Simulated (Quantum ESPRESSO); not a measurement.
Space group F-43m (No. 216); a = b = c = 6.509 Å, α = β = γ = 90.00°

```json
[
 {"atom": "Te", "site": "4c", "symmetry": "-43m", "x": "0.2500", "y": "0.2500", "z": "0.2500"},
 {"atom": "Hg", "site": "4a", "symmetry": "-43m", "x": "0.0000", "y": "0.0000", "z": "0.0000"}
]
```
(The calculation used a cell of 2 atoms; values per cell refer to that cell.)

Cell and atoms were relaxed with PBEsol from Materials Project entry mp-2730, within its symmetry.

What does norm-conserving PBEsol (Quantum ESPRESSO, 80 Ry, with spin-orbit coupling) give for the electronic structure near the Fermi level?

At this level the gap is closed or nearly so: along the path the highest valence and lowest conduction bands touch, or overlap by less than 0.6 eV, a zero-gap or semimetallic result; the valence top lies at Γ, the conduction bottom at Γ.
